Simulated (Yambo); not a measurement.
G0W0@LDA for BaNiF6 (space group R-3m, No. 166) in Yambo. Reference settings: 2×2×2 Γ-centred k mesh, bands 5 to 170 and a 7 Ry block in the screening, 170 bands in G with the Bruneval-Gonze terminator, plasmon pole fitted at 27.2 eV. The LDA gap F → Γ on this mesh is 1.23 eV; G0W0 gaps are taken between the same points.

With and without the terminator, as bands are cut:

```tsv
bands in G (in W)	gap, terminator (eV)	gap, none (eV)	valence shift, terminator (eV)	valence shift, none (eV)
75 (170)	4.218	4.261	-1.291	-0.825
116 (170)	4.222	4.258	-1.275	-0.964
170 (170)	4.208	4.222	-1.268	-1.060
```

Over this range the gap spans 0.014 eV with the terminator and 0.039 eV without, the valence shift 0.023 eV and 0.235 eV. Neither column has reached its limit for certain.

Geometry of the Materials Project entry, not relaxed at this level; primitive cell a = 4.8211 Å, b = 4.8211 Å, c = 4.8211 Å, α = 98.69°, β = 98.69°, γ = 98.69°.

The structure is a Materials Project entry; no match was found in the copy of COD used, and its stability was not checked.

The runs are not spin-polarised; magnetic order was not tried.

A shift is the quasiparticle energy of the state minus its LDA energy.
